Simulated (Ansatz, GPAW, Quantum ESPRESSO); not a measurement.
# Equation of state of NbSi under PBE

```
Nb Si
1.0
     0.00000    2.57383    2.57383
     2.57383    0.00000    2.57383
     2.57383    2.57383    0.00000
Nb Si
1 1
Direct
  0.00000 0.00000 0.00000
  0.50000 0.50000 0.50000
```

The cell comes from a database or a generator and needn't be the stable form of this composition.

The cell was scaled at fixed shape and fractions and run with GPAW, PAW data sets generated for this functional, cutoff 600 eV; PBE, k mesh 9 × 9 × 9 on the cell of 2 atoms, fermi-dirac occupations of 0.05 eV, no spin polarisation, no spin-orbit coupling. Energies are those that the program minimises, any entropy of the smearing included. For a metal such a mesh isn't converged to the digits shown.

```csv
V (Å³/atom),energy over the lowest row (meV/atom)
16.0276,31.94
16.3686,13.69
16.7096,3.29
17.0506,0.00
17.3916,3.15
17.7326,?
18.0736,26.40
```

Q: Fit the third-order Birch-Murnaghan form, give V0, B0 and B′, and predict the energy left open.

A: With y = (V0/V)^(2/3), E = E0 + (9 V0 B0/16) [(y - 1)³ B′ + (y - 1)² (6 - 4y)]. Least squares through the rows shown give V0 = 17.0487 Å³/atom, E0 = 0.00 meV, B0 = 151.2 GPa (1 eV/Å³ = 160.218 GPa) and B′ = 3.94, with a largest miss of 0.00 meV. At V = 17.7326 the form with these constants gives 12.13 meV; the run gave 12.14 meV an atom. Other set-ups at this level, from all their volumes (Å³/atom, GPa): Ansatz, Ansatz PAW (earlier soft set): V0 17.050, B0 150.4; GPAW, GPAW PAW data sets (gpaw-data 1.2.1), other valence: V0 17.287, B0 154; Quantum ESPRESSO, SSSP 1.3 efficiency PBE: V0 17.055, B0 150.2.
